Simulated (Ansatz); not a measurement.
ZrN:
```
CELL_PARAMETERS angstrom
      5.55769     0.00000     0.00000
     -2.77884     4.81310     0.00000
      0.00000     0.00000     3.22559
ATOMIC_POSITIONS crystal
  Zr 0.50000 0.00000 0.00000
  Zr 0.50000 0.50000 0.00000
  Zr 0.00000 0.50000 0.00000
  N  0.00000 0.00000 0.00000
  N  0.33333 0.66667 0.50000
  N  0.66667 0.33333 0.50000
```

Relaxed with PBE. Special points in fractions of this cell's reciprocal vectors: Γ (0.000, 0.000, 0.000); M (0.500, 0.000, 0.000); K (0.333, 0.333, 0.000); A (0.000, 0.000, 0.500); L (0.500, 0.000, 0.500); H (0.333, 0.333, 0.500).

Problem. List the band energies nearest the Fermi level at these points for plane-wave PAW PBE (Ansatz code).

Solution. In eV from the Fermi level; about four levels below and three above (degenerate sets whole), none deeper than 8.9 eV; points with the same levels are listed once.

| k | below | above |
|---|---|---|
| Γ | -1.51 -1.51 -1.27 -1.27 | 0.49 0.59 1.40 1.40 |
| M | -3.22 -2.95 -2.43 -2.07 | 0.03 0.52 1.49 |
| K | -2.93 -2.93 -0.90 -0.90 | 0.00 1.18 2.33 |
| A | -1.48 -1.48 -1.24 -1.24 | 0.88 0.88 1.17 |
| L | -3.04 -1.99 -1.47 -0.33 | 1.20 1.66 1.93 |
| H | -2.65 -2.65 -1.28 -0.39 | 1.80 1.80 2.01 2.01 |

Space group P6/mmm. The cell is a constructed one: a structure type filled with these elements; neither database checked (COD, Materials Project) lists it. It is not the phase usual at ambient conditions (space group No. 225). The PBE relaxation kept the symmetry of its start; its stability against distortions is not shown here. The run is not spin-polarised. With an odd number of electrons in the cell and no spin polarisation, the count alone makes it a metal. Spin–orbit coupling is left out wherever it is not named.

Potentials: the later of the program's two PAW sets.
